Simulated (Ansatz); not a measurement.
# Relaxing a structure of AlRh

The start is a relaxed AlRh cell, doubled along one cell vector, shaken by Gaussian noise of σ = 0.08 Å a coordinate. The structure is fully relaxed (lattice and positions, P = 0) with PBEsol (plane waves to 420 eV, PAW, scalar-relativistic; Ansatz, a first-principles code). First-step values are on the input's coarse k-mesh.

Ansatz input (later rounds restart from its end on a renewed k-mesh):
Ansatz 0.2 input:
```yaml
crystal:
  lattice:
    - [2.9721734165, 0, 0]
    - [0, 5.944346833, 0]
    - [0, 0, 2.9721734165]
  atoms:
    - { symbol: Al, position: [0.478050047, 0.2294878507, 0.4739329989] }
    - { symbol: Al, position: [0.5262210358, 0.7486309887, 0.4817363392] }
    - { symbol: Rh, position: [-0.037214563, 0.0146377911, 0.0282726526] }
    - { symbol: Rh, position: [0.0088774275, 0.4954266136, 0.0301649141] }
basis: { ecutwfc: 420, ecutrho_ratio: 4, xc_grid: 2, fft_grid_basis: typed }
kpoints: { mp_grid: { grid: [11, 6, 11] } }
hamiltonian:
  xc: pbesol
  dispersion: none
  pseudopotentials: { kind: paw }
scf: { occupations: { method: fermi_dirac, width: 0.05 } }
relax: { f_tol: 0.01, max_steps: 100, cell: { stress_tol: 0.02 } }
output: { forces: true, stress: true }
```

| Quantity | Value |
|---|---|
| Initial pressure | +4.3 GPa (positive: the cell is compressed) |
| Largest initial force | 2.41 eV/Å, on Rh3 (atoms numbered as listed) |
| Relative to the parent | It returns to the parent structure, Pm-3m (No. 221) |
| Shortest distances (start → end) | The closest pairs of elements (up to four, under 3.6 Å), start → end: Al–Rh 2.34 → 2.57 Å; Rh–Rh 2.86 → 2.97 Å; Al–Al 2.86 → 2.97 Å |
| Band gap at the end | no gap (metallic) |
| Optimiser moves | 5 |

Final structure:

Space group Pm-3m (No. 221); a = b = c = 2.972 Å, α = β = γ = 90.00°

| atom | site | symmetry | x | y | z |
|---|---|---|---|---|---|
| Al | 1b | m-3m | 0.5000 | 0.5000 | 0.5000 |
| Rh | 1a | m-3m | 0.0000 | 0.0000 | 0.0000 |

Final values are on a 16×16×16 k-mesh of the relaxed cell. No spin polarisation in the result.

The first start was generated by placing the elements on the sites of a structure type. Materials Project lists a structure of AlRh in the same space group, Pm-3m (No. 221); the sites were not compared with it, nor with measured phases.
